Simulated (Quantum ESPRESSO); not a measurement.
Ru6HfPd, input and log of a self-consistent run

Computed values, not a measurement. The program is pw.x of Quantum ESPRESSO 7.5 (plane-wave density functional theory). The cell is made up: eight metal atoms on a hexagonal close-packed lattice, with elements, volume, strain and displacements drawn at random and not relaxed, so it may be unstable or far from any real phase. PseudoDojo standard norm-conserving files set the functional (PBE unless stated); there is no spin polarisation or spin-orbit coupling, the Fermi-Dirac width of 0.25 eV means electrons at about 2900 K, and the masses in the input are unused placeholders. Heavy elements are run without spin-orbit coupling, which real alloys of them have. A spin test at this wide smearing found no moment, but such smearing suppresses magnetism that the real alloy may have.

Input:

```
&control calculation='scf', pseudo_dir='./dojo.nc.sr.pbe.v0_5.standard.upf', outdir='./o', disk_io='minimal', tprnfor=.true., tstress=.true. /
&system ibrav=0, nat=8, ntyp=3, nbnd=81, ecutwfc=84.00895049, nosym=.true., tot_charge=0,
 occupations='smearing', smearing='fd', degauss=0.0183746611
/
&electrons conv_thr=1.470e-08, electron_maxstep=70, mixing_beta=0.5 /
ATOMIC_SPECIES
Hf 1.0 Hf.upf
Pd 1.0 Pd.upf
Ru 1.0 Ru.upf
CELL_PARAMETERS angstrom
-2.7571 -0.0469 -0.0041
0.0747 4.6209 -4.4021
-0.0879 -4.6963 -4.4833
ATOMIC_POSITIONS angstrom
Ru -0.024 -0.0557 -0.0337
Ru -0.1444 1.4882 -2.2038
Ru -0.0061 -0.0243 -4.428
Ru 0.1352 1.4254 -6.6449
Ru -1.3628 -0.862 -2.2949
Ru -1.3441 -2.4294 -4.5326
Hf -1.4382 -0.851 -6.7211
Pd -1.4641 2.1687 -4.3798
K_POINTS automatic
8 4 4 1 1 1
```

The log is shortened where brackets say so; the opening notice, blank lines, dates and the lines on written files are dropped, and the path of the files is cut. It prints rydbergs, bohrs and kilobars, and counts compression as positive stress. Its total energy is the free energy E - TS of the whole cell.

```
     Program PWSCF v.7.5
     Parallel version (MPI & OpenMP), running on       4 processor cores
     Number of MPI processes:                 4
     Threads/MPI process:                     1
     [start-up lines left out]
     bravais-lattice index     =            0
     lattice parameter (alat)  =       5.2109  a.u.
     unit-cell volume          =     769.8741 (a.u.)^3
     number of atoms/cell      =            8
     number of atomic types    =            3
     number of electrons       =       126.00
     number of Kohn-Sham states=           81
     kinetic-energy cutoff     =      84.0090  Ry
     charge density cutoff     =     336.0358  Ry
     scf convergence threshold =      1.5E-08
     mixing beta               =       0.5000
     number of iterations used =            8  plain     mixing
     Exchange-correlation= PBE
                           (   1   4   3   4   0   0   0)
     [axes and pseudopotential details left out]
   Cartesian axes
     site n.     atom                  positions (alat units)
         1        Ru     tau(   1) = (  -0.0087035  -0.0201994  -0.0122212  )
         2        Ru     tau(   2) = (  -0.0523662   0.5396914  -0.7992016  )
         3        Ru     tau(   3) = (  -0.0022121  -0.0088123  -1.6058012  )
         4        Ru     tau(   4) = (   0.0490299   0.5169171  -2.4097535  )
         5        Ru     tau(   5) = (  -0.4942154  -0.3126018  -0.8322388  )
         6        Ru     tau(   6) = (  -0.4874339  -0.8810148  -1.6437341  )
         7        Hf     tau(   7) = (  -0.5215590  -0.3086127  -2.4373872  )
         8        Pd     tau(   8) = (  -0.5309516   0.7864727  -1.5883217  )
     number of k points=    64  Fermi-Dirac smearing, width (Ry)=  0.0184
                       cart. coord. in units 2pi/alat
        k(    1) = (  -0.0624239   0.0017649  -0.0775074), wk =   0.0312500
        k(    2) = (  -0.0610618  -0.0715777  -0.1544723), wk =   0.0312500
     [further k points left out]
     Dense  grid:    80053 G-vectors     FFT dimensions: (  32,  72,  72)
     Estimated max dynamical RAM per process >     345.53 MB
     Estimated total dynamical RAM >       1.29 GB
     Initial potential from superposition of free atoms
     starting charge     125.9933, renormalised to     126.0000
     Starting wfcs are   79 randomized atomic wfcs +    2 random wfcs
     total cpu time spent up to now is        5.7 secs
     per-process dynamical memory:   276.0 Mb
     Self-consistent Calculation
     iteration #  1     ecut=    84.01 Ry     beta= 0.50
     Davidson diagonalization with overlap
     ethr =  1.00E-02,  avg # of iterations =  3.0
     total cpu time spent up to now is       21.3 secs
     total energy              =   -1590.27397174 Ry
     estimated scf accuracy    <      10.48325958 Ry
     iteration #  2     ecut=    84.01 Ry     beta= 0.50
     Davidson diagonalization with overlap
     ethr =  8.32E-03,  avg # of iterations =  3.0
     total cpu time spent up to now is       38.6 secs
     total energy              =   -1590.23723793 Ry
     estimated scf accuracy    <      71.84205259 Ry
     iteration #  3     ecut=    84.01 Ry     beta= 0.50
     Davidson diagonalization with overlap
     ethr =  8.32E-03,  avg # of iterations =  3.0
     total cpu time spent up to now is       55.2 secs
     total energy              =   -1595.47645263 Ry
     estimated scf accuracy    <      25.27318758 Ry
     iteration #  4     ecut=    84.01 Ry     beta= 0.50
     Davidson diagonalization with overlap
     ethr =  8.32E-03,  avg # of iterations =  1.7
     total cpu time spent up to now is       68.0 secs
     total energy              =   -1596.45906922 Ry
     estimated scf accuracy    <      11.74641956 Ry
     iteration #  5     ecut=    84.01 Ry     beta= 0.50
     Davidson diagonalization with overlap
     ethr =  8.32E-03,  avg # of iterations =  1.2
     total cpu time spent up to now is       80.4 secs
     total energy              =   -1596.79490345 Ry
     estimated scf accuracy    <       2.28851551 Ry
     [iterations 6 to 18 left out]
     iteration # 19     ecut=    84.01 Ry     beta= 0.50
     Davidson diagonalization with overlap
     ethr =  5.05E-09,  avg # of iterations =  1.0
     total cpu time spent up to now is      259.3 secs
     total energy              =   -1596.77850496 Ry
     estimated scf accuracy    <       0.00000380 Ry
     iteration # 20     ecut=    84.01 Ry     beta= 0.50
     Davidson diagonalization with overlap
     ethr =  3.02E-09,  avg # of iterations =  1.0
     total cpu time spent up to now is      271.1 secs
     total energy              =   -1596.77850513 Ry
     estimated scf accuracy    <       0.00000238 Ry
     iteration # 21     ecut=    84.01 Ry     beta= 0.50
     Davidson diagonalization with overlap
     ethr =  1.89E-09,  avg # of iterations =  1.0
     total cpu time spent up to now is      282.6 secs
     total energy              =   -1596.77850525 Ry
     estimated scf accuracy    <       0.00000070 Ry
     iteration # 22     ecut=    84.01 Ry     beta= 0.50
     Davidson diagonalization with overlap
     ethr =  5.59E-10,  avg # of iterations =  1.0
     total cpu time spent up to now is      294.4 secs
     total energy              =   -1596.77850530 Ry
     estimated scf accuracy    <       0.00000018 Ry
     iteration # 23     ecut=    84.01 Ry     beta= 0.50
     Davidson diagonalization with overlap
     ethr =  1.41E-10,  avg # of iterations =  1.0
     total cpu time spent up to now is      306.3 secs
     End of self-consistent calculation
     [lines on levels left out]
!    total energy              =   -1596.77850531 Ry
     estimated scf accuracy    <          4.0E-09 Ry
     smearing contrib. (-TS)   =      -0.13053147 Ry
     internal energy E=F+TS    =   -1596.64797385 Ry
     The total energy is F=E-TS. E is the sum of the following terms:
     one-electron contribution =    -317.83442949 Ry
     hartree contribution      =     249.40586329 Ry
     xc contribution           =    -276.08499090 Ry
     ewald contribution        =   -1252.13441674 Ry
     convergence has been achieved in  23 iterations
     Forces acting on atoms (cartesian axes, Ry/au):
     atom    1 type  3   force =     0.00598077    0.03022461   -0.05707572
     atom    2 type  3   force =     0.05694434   -0.04221335    0.02757794
     atom    3 type  3   force =    -0.00430277   -0.05134028    0.03105293
     atom    4 type  3   force =    -0.03913965    0.07839327   -0.02902817
     atom    5 type  3   force =    -0.01545869   -0.01333842    0.00016508
     atom    6 type  3   force =    -0.03751214   -0.00856165    0.06047658
     atom    7 type  1   force =     0.01237370   -0.02058552    0.00494508
     atom    8 type  2   force =     0.02111442    0.02742135   -0.03811372
     Total force =     0.175890     Total SCF correction =     0.000113
     Computing stress (Cartesian axis) and pressure
          total   stress  (Ry/bohr**3)                   (kbar)     P=      132.66
   0.00100539  -0.00030535  -0.00004701          147.90      -44.92       -6.92
  -0.00030535   0.00120034  -0.00008426          -44.92      176.58      -12.40
  -0.00004701  -0.00008426   0.00049978           -6.92      -12.40       73.52
     init_run     :      5.38s CPU      5.63s WALL (       1 calls)
     electrons    :    292.56s CPU    300.58s WALL (       1 calls)
     forces       :      1.87s CPU      1.87s WALL (       1 calls)
     stress       :      6.62s CPU      6.62s WALL (       1 calls)
     [timing details left out]
     PWSCF        :   5m 6.49s CPU   5m14.78s WALL
     JOB DONE.
```

In other units: free energy -21725.278 eV for the cell, pressure 13.27 GPa, largest force component 2.016 eV/Å in size. The run took 317 s of wall time with four MPI processes on a shared machine (Intel Xeon, 2023 or later, virtual cores), so the time is rough. A rerun of this cell at a higher cutoff and on a denser mesh moved values by no more than 0.012 eV in energy, 0.25 GPa in stress and 0.010 eV/Å in force, and a second program with other atomic files agreed on that cell to 2 % rms in force and 0.5 GPa in pressure.